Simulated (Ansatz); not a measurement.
**Kick test of a cell of Zn5Se3S2**

The cell was found from a structure generator's guess, not taken from experiment.

Theory: DFT PBE, scalar-relativistic, plane waves, PAW in Ansatz. Plane waves to 420 eV, a k mesh through Γ of 10×10×10 on the computed 10-atom cell and Gaussian smearing (0.02 eV); no spin polarisation.

The cell below (10 atoms, space group I-4m2 (No. 119)) is relaxed within its symmetry.

```
CELL_PARAMETERS angstrom
-1.98642 1.98642 14.03184
1.98642 -1.98642 14.03184
1.98642 1.98642 -14.03184
ATOMIC_POSITIONS crystal
Zn 0.59352 0.59352 0.00000
Zn 0.19779 0.19779 0.00000
Zn 0.80221 0.80221 0.00000
Zn 0.40648 0.40648 0.00000
Zn 0.00000 0.00000 0.00000
Se 0.14569 0.64569 0.50000
Se 0.75000 0.25000 0.50000
Se 0.35431 0.85431 0.50000
S 0.95326 0.45326 0.50000
S 0.54674 0.04674 0.50000
```

For the test it was strained at random (σ = 1.5 % a component), the atoms were moved at random (σ = 0.15 Å), and all was relaxed again on a coarse 4×4×4 mesh (in the run’s order of axes) with 0.10 eV smearing, with no symmetry imposed.

Question: Is the structure stable against such a distortion?

Answer: It returns, within 1 meV/atom of the unmoved cell on that mesh and with the same symmetry when read at 0.1 Å (C2 at 0.01 Å, so small strains and shifts remain). No instability shows in this cell; modes of other wave vectors, which need another repeat, aren't tested.
